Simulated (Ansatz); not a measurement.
Rocksalt SnTe: a single-point calculation in the plane-wave code Ansatz (r2SCAN). The cell was relaxed with r2SCAN and then strained (uniaxial -3.0 % along [111], other directions held), with the atoms relaxed again with r2SCAN; k points keep the names of the unstrained zone.

input.yaml:
```yaml
crystal:
  lattice:
    - [-0.0637866069, 3.1255437377, 3.1255437377]
    - [3.1255437377, -0.0637866069, 3.1255437377]
    - [3.1255437377, 3.1255437377, -0.0637866069]
  atoms:
    - { symbol: Sn, position: [0.0, 0.0, 0.0] }
    - { symbol: Te, position: [0.5, 0.5, 0.5] }
kpoints:
  mp_grid: { grid: [8, 8, 8] }
  band_path:
    path:
      - [0.0, 0.0, 0.0]
      - [0.5, 0.0, 0.5]
      - [0.625, 0.25, 0.625]
      - [0.375, 0.375, 0.75]
      - [0.5, 0.5, 0.5]
      - [0.5, 0.25, 0.75]
    npoints: 1
hamiltonian:
  xc: r2scan
scf:
  occupations: { method: fermi_dirac, width: 0.02 }
  n_extra_bands: 4
output:
  forces: true
  stress: true
  eigenvalues: true
```

The output, standing remarks left out:
```
Functional definition: r2SCAN
Crystal: 2 atoms, lattice volume = 62.936 Å³
Basis set: ecut = 500 eV, 1579 PW (Γ)
Bands: 19, of which v1, the nominal top of the filled ones, is band 15 counted from 1 (14 counted from 0)
Symmetry: 12 space group operations
Space group: R-3m (ITA 166)
k-points: 65 of 512
preconditioner: auto → none  [σ=0.020 eV  ℏωp=14.8 eV]
SCF converged after 6 iterations
Free energy (F): -13033.973743 eV
Internal energy: -13033.973401 eV  (E = F + TS)
E sigma→0 (E₀):  -13033.973572 eV
Entropy (-TS):   -0.000342 eV (-0.171 meV/atom)
Fermi energy:    9.767819 eV
--- Per-component energies (eV) ---
  E_band       = -377.395873
  E_kinetic    = 365.508852
  E_local      = -2161.792258
  E_nonlocal   = -343.621671
  E_hartree    = 1357.980909
  E_xc         = -490.957237
  E_vxc        = -217.130626
  E_paw        = -8842.219207
  E_vpaw       = -749.707442
  E_vtau       = 13.381807
  E_ewald      = -2919.892928
  E_core_change = 1.020175
  E_smearing   = -0.000342
--- Stress (GPa, compression-positive) ---
        1.253352       0.299704       0.299704
        0.299704       1.253352       0.299704
        0.299704       0.299704       1.253352
  P = ⅓ Tr σ = 1.2534 GPa (12.534 kbar)
--- Band table (eV; the first three rows and the last of 65) ---
  k-point 0: bands = […, -13.1658, -3.7985, 4.8880, 7.0897, 7.0897, 7.3750, 13.0050, 13.1208, 13.1208, 14.5268]
  k-point 1: bands = […, -13.1650, -3.6623, 4.0377, 7.1271, 7.3596, 7.7756, 12.3216, 12.3927, 12.5096, 14.5734]
  k-point 2: bands = […, -13.1626, -3.2789, 2.6262, 7.2463, 7.4378, 8.6288, 11.2104, 11.2207, 11.4734, 15.0401]
  k-point 64: bands = […, -13.1588, -2.3972, 0.9798, 7.4456, 7.4456, 9.5393, 9.6009, 9.8042, 9.8042, 17.9653]
```

The rows of the band table are 0: (0, 0, 0) = Γ, 1: (0, 0, 1/8), 2: (0, 0, 1/4), 64: (-1/2, -1/2, -1/2) = L.

bands.tsv, columns around the gap (it counts bands from 0):
```tsv
# k_distance	band_10	band_11	band_12	band_13	band_14	band_15	band_16	band_17	band_18
# fermi_ev = 9.767819
# [0, 0, 0] at k_distance = 0.000000
# [0.5, 0, 0.5] at k_distance = 0.995291
# [0.625, 0.25, 0.625] at k_distance = 1.350769
# [0.375, 0.375, 0.75] at k_distance = 1.953975
# [0.5, 0.5, 0.5] at k_distance = 2.557182
# [0.5, 0.25, 0.75] at k_distance = 3.253705
# levels_relative_to = fermi_ev
0.000	-13.566	-4.880	-2.678	-2.678	-2.393	3.237	3.353	3.353	4.759
0.995	-11.897	-6.869	-6.049	-4.308	-4.093	2.239	4.907	5.006	6.542
1.351	-11.848	-7.881	-5.635	-3.780	-3.058	2.899	3.053	4.377	5.673
1.954	-11.848	-7.881	-5.635	-3.780	-3.058	2.899	3.053	4.377	5.673
2.557	-12.165	-8.788	-2.322	-2.322	-0.229	-0.167	0.036	0.036	8.198
3.254	-11.804	-7.857	-5.287	-5.284	-1.145	0.722	4.693	4.767	6.156
```
In order the rows are Γ, X, U, K, L, W.

r2SCAN gives no gap: the lowest nominally empty band dips 0.18 eV below the top of the last filled one (its bottom at L, the top at L (0, 0, -1/2)), so the cell is a metal or semimetal at this level. With the atoms held, the mean pressure is +1.25 GPa (compression positive).

Spin-unpolarised throughout; all numbers are computed.

No spin-orbit coupling is included; it can move band edges with weight on the heavy atoms by tenths of an eV.

Where bands overlap, v1 and c1 are numbered by the electron count and aren't everywhere filled or empty.
